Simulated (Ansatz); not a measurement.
## Rb$_{3}$SF: sound and stiffness along [100], [110] and [111]

Level of theory: Ansatz, DFT PBE, scalar-relativistic, plane waves, PAW. Cutoff 420 eV, 6×6×6 k-points (Γ-centred), fixed occupations. No spin polarisation.

The cell is fixed (symmetry leaves no force on the atoms) and stands under 0.2 GPa:
```
CELL_PARAMETERS angstrom
5.36650 0.00000 0.00000
0.00000 5.36650 0.00000
0.00000 0.00000 5.36650
ATOMIC_POSITIONS crystal
S 0.00000 0.00000 0.00000
F 0.50000 0.50000 0.50000
Rb 0.50000 0.50000 0.00000
Rb 0.50000 0.00000 0.50000
Rb 0.00000 0.50000 0.50000
```

The cell is the ideal cubic antiperovskite prototype; whether it is the stable structure of this composition wasn't checked.

With ions relaxed, on the cubic axes: C11 = 47.3, C12 = 7.7, C44 = 7.9 GPa. The density is 3.303 g/cm³. Zone-centre modes weren't checked beside this run.

Question: Is the crystal stable against strain, and how anisotropic is it?

Answer: Born's conditions hold: C11 + 2C12 = 62.8, C11 − C12 = 39.6 and C44 = 7.9 GPa are all positive. B = (C11 + 2C12)/3 = 20.9 GPa. The two shear moduli are C44 and C′ = (C11 − C12)/2 = 19.8 GPa, so Zener's ratio is A = C44/C′ = 0.40: the shear C44 is the soft one, as in NaCl, KCl, the halide perovskites and the bcc metals V, Nb, Cr and Mo. The Cauchy pressure C12 − C44 is -0.2 GPa; it would vanish for pair forces between atoms on inversion centres at zero pressure, and here it is small.

Question: Give the sound speeds along the three symmetry directions.

Answer: The Christoffel equation gives ρv² for each branch:
```
direction branch                    ρv²   GPa v (m/s)
    [100]              L                    C11  47.3     3786
    [100]         T (×2) C44   7.9     1546
    [110]              L   (C11 + C12 + 2C44)/2  35.4     3275
    [110]   T, u ∥ [001]                    C44   7.9     1546
    [110]  T, u ∥ [1-10]          (C11 − C12)/2  19.8     2448
    [111]              L  (C11 + 2C12 + 4C44)/3  31.5     3087
    [111]         T (×2) (C11 − C12 + C44)/3  15.8     2189
```

Question: How does Young's modulus depend on direction?

Answer: Inverting gives S11 = 22.141, S12 = -3.111, S44 = 126.582 TPa⁻¹. Along a unit vector (l, m, n), 1/E = S11 − 2(S11 − S12 − S44/2)(l²m² + m²n² + n²l²), where the last bracket is 0, 1/4 and 1/3 for [100], [110] and [111]: E = 45, 24 and 21 GPa. With A < 1 the cube edge is stiffest. For a film on (001), the biaxial modulus is C11 + C12 − 2C12²/C11 = 53 GPa and the normal strain is −2C12/C11 = -0.33 times the in-plane one.

Cost: 1 run of about 1.6 core-minutes, on Arm Neoverse N1 (shared hosts).